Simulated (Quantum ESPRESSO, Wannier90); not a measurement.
**Tight-binding from DFT: ZrO2 (anatase)**

```xyz
6
Lattice="0.0000 -4.0152 0.0000 4.0152 0.0000 0.0000 -2.0076 2.0076 5.3459" Properties=species:S:1:pos:R:3 pbc="T T T"
Zr     0.0000     0.0000     0.0000
Zr     0.0000     2.0076     2.6729
O      0.0000     0.0000    -2.1556
O      0.0000     2.0076     0.5174
O      2.0076     0.0000    -0.5174
O      0.0000     0.0000     2.1556
```

Cell from Materials Project (mp-754403), symmetrised, no further relaxation. Not found in the COD (Crystallography Open Database) copy used, which has the formula in other groups; not checked further. Computed values, not measurements, from PBEsol: Quantum ESPRESSO (norm-conserving PseudoDojo potentials, cutoff 68 Ry, no spin polarisation, no spin-orbit coupling) on a Γ-centred 6×6×6 mesh, then Wannier90. Density: 8×8×8 mesh, cold smearing 0.01 Ry.

The plane-wave run has 50 bands and 48 electrons a cell. On the energy scale of pw.x, whose zero is arbitrary, the valence-band maximum lies at 6.80 eV.

Isolated groups of bands, relative to the valence-band maximum (bands from 25 on overlap up to the last one computed):

```tsv
bands	from (eV)	to (eV)	filling	weight on atomic waves
1–2	-46.86	-46.78	filled	Zr 4s 96 %
3–8	-25.53	-24.72	filled	Zr 4p 94 %
9–12	-16.44	-14.72	filled	O 2s 80 %, Zr 4d 10 %, Zr 5s 5 %
13–24	-3.96	0.00	filled	O 2p 81 %, Zr 4d 15 %
```

Input w.win, without the blocks of cell, atoms and k-points (216 lines):

```
num_bands = 50
num_wann = 22
num_iter = 1000
conv_tol = 1.0e-6
conv_window = 4
dis_num_iter = 1000
dis_conv_tol = 1.0e-6
dis_froz_max = 12.17
write_hr = true
write_u_matrices = true
begin projections
f=-0.00001,-0.00876,-0.00811: d
f=-0.25824,0.25902,0.49855: d
f=-0.18936,-0.19495,-0.39923: p
f=-0.45347,0.03988,0.10083: p
f=-0.04190,0.44762,-0.08967: p
f=0.19735,0.18917,0.39716: p
end projections
mp_grid = 6 6 6
```

**Question.** Check the input against the numbers above: what is wrong, and how is it mended?

**Answer.** wannier90.x stops with:
```
dis_windows: More states in the frozen window than target WFs
```
At some k-point more bands lie below dis_froz_max than there are Wannier functions, and every frozen state has to fit into the subspace. Here the deep bands below band 13 or between the kept ones were not excluded and fill the window; only bands 13-50 belong to the model. Mended as below, all else unchanged, the run goes through (Ω_I = 21.4 Å²) and follows the plane-wave bands to 0.4 meV rms (states up to 4.9 eV relative to the valence-band maximum).
```
num_bands = 38
exclude_bands = 1-12
```
